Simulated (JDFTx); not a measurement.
Au(111) slab cut from bulk Au (space group Fm-3m, indices of the conventional cell, lattice of the Materials Project entry mp-81, not re-optimised): 3 atoms in 3 planes, a 1x1 cell of 7.53 Å² (|a| = 2.950, |b| = 2.950 Å), 4.8 Å between the outermost planes, cell height 20.8 Å, 8×8×1 k mesh, Fermi smearing 0.01 Ha, no spin polarisation.

All numbers are PBE, GBRV ultrasoft potentials, plane waves to 20/100 Ha results from a modified build of JDFTx, not measurements. Liquid: linear PCM (GLSSA13), water, 2 M NaCl. Between zero charge and 0.92 V from it the run gives σ = 13.3 μC/cm², a mean capacitance of 14.5 μF/cm². The liquid has ε = 78.4, a 1:1 salt at 2 M with linear (Debye) response, and T = 298 K.

A calculation by hand: the Debye length, the diffuse-layer capacitance, and the inner capacitance that is left when the two stand in series.

Each ion has density c = 2 × 6.022×10⁻⁴ = 1.204e-03 Å⁻³. λ² = ε kT / (8π (e²/4πε₀) c) with kT = 0.02568 eV and e²/4πε₀ = 14.40 eV Å gives λ = 2.15 Å; the log prints 2.15 Å. C_diffuse = ε₀ε/λ = 323 μF/cm². Then 1/C_inner = 1/14.5 − 1/323, so C_inner = 15.1 μF/cm², which equals a vacuum gap of ε₀/C_inner = 0.58 Å. The diffuse layer takes 4 % of the potential drop; the rest lies between the electrode's charge and the onset of the dielectric, with the electrode's own (quantum) capacitance in it. The split is a model: in the calculation solvent and ions share one smooth cavity.
